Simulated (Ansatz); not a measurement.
Ti₂Co: hydrostatic pressure series

Method: DFT PBEsol, scalar-relativistic, plane waves, PAW (Ansatz). Settings: 420 eV cutoff, 10×10×10 k-mesh, Gaussian smearing of 0.10 eV, collinear spin.

Starting point, cell and atoms relaxed:

```yaml
crystal:
  lattice:
    - [0.00000, 3.48951, 3.48951]
    - [3.48951, 0.00000, 3.48951]
    - [3.48951, 3.48951, 0.00000]
  atoms:
    - { symbol: Ti, position: [0.12500, 0.12500, 0.12500] }
    - { symbol: Ti, position: [0.62500, 0.12500, 0.12500] }
    - { symbol: Ti, position: [0.12500, 0.12500, 0.62500] }
    - { symbol: Ti, position: [0.12500, 0.62500, 0.12500] }
    - { symbol: Co, position: [0.50000, 0.50000, 0.50000] }
    - { symbol: Co, position: [0.75000, 0.75000, 0.75000] }
```

Cell and atoms are relaxed at each pressure within the symmetry of the start, at zero temperature, so transitions that lower the symmetry aren't seen. The k-mesh given is that at zero pressure and may differ at others. a, b and c are the lengths of the cell vectors above.

Starting moments were lost in some runs.

| P (GPa) | V (Å³/atom) | V/V0 | a (Å) | b (Å) | c (Å) |
| --- | --- | --- | --- | --- | --- |
| -3 | 14.57 | 1.029 | 4.982 | 4.982 | 4.982 |
| 0 | 14.16 | 1.000 | 4.935 | 4.935 | 4.935 |
| 3 | 13.82 | 0.975 | 4.894 | 4.894 | 4.894 |
| 8 | 13.32 | 0.940 | 4.835 | 4.835 | 4.835 |
| 15 | 12.77 | 0.902 | 4.768 | 4.768 | 4.768 |
| 30 | 11.87 | 0.838 | 4.653 | 4.653 | 4.653 |
| 60 | 10.72 | 0.757 | 4.497 | 4.497 | 4.497 |

Task: What bulk modulus and pressure derivative fit these points?

Result: A third-order Birch–Murnaghan fit gives B0 = 115 GPa and B0' = 4.5.